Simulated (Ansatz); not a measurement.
Notes on KScCO$_{5}$

```
CELL_PARAMETERS angstrom
5.01906 0.00000 0.00000
-2.50953 4.34663 0.00000
0.00000 0.00000 9.69300
ATOMIC_POSITIONS crystal
O 0.33330 0.66670 0.44700
O 0.66660 0.33330 0.94700
O 0.33330 0.66670 0.05300
O 0.66670 0.33340 0.55300
K 0.00000 0.00000 0.00000
K 0.00000 0.00000 0.50000
Sc 0.33330 0.66670 0.25000
Sc 0.66660 0.33330 0.75000
O 0.81200 0.62400 0.25000
O 0.18800 0.81200 0.75000
O 0.37600 0.18800 0.25000
O 0.18800 0.37600 0.75000
O 0.81200 0.18800 0.25000
O 0.62400 0.81200 0.75000
C 0.66670 0.33330 0.25000
C 0.33340 0.66670 0.75000
```

The numbers come from plane-wave PAW DFT (Ansatz): r2SCAN, no spin polarisation, 500 eV, 8×8×4 Γ-centred k points, fermi-dirac occupations (width 0.1 eV). Nothing was relaxed.

- Electronic structure: It is a metal on this mesh, though the bands barely overlap, with about 17 states/eV a cell as the mean within 0.25 eV of the Fermi level, mostly O p (97 %).
- Stress: The pressure is -1.6 GPa (compression positive), so with the atoms held at these fractions the cell would first shrink; the forces are large, so a full relaxation may end otherwise. The principal stresses -2.8, -2.8, 0.9 GPa differ, so its shape would change too.
- Forces: The largest is on O10 (and as large on other atoms): 1.21 eV/Å, components (-1.05, 0.61, 0.00). It makes 180° with the line to a nearest neighbour, C16 at 1.26 Å, pointing away from it.
- Charges: Bader charges in e: K +0.88, Sc +2.06, C +2.45, O -1.29 to -0.77. In the mean C gives up most and O takes most.

Origin: a known structure type with other elements, at an estimated volume, so it need not be a known compound. Caveats: many states at the Fermi level without spin polarisation, so a magnetic state may lie lower.
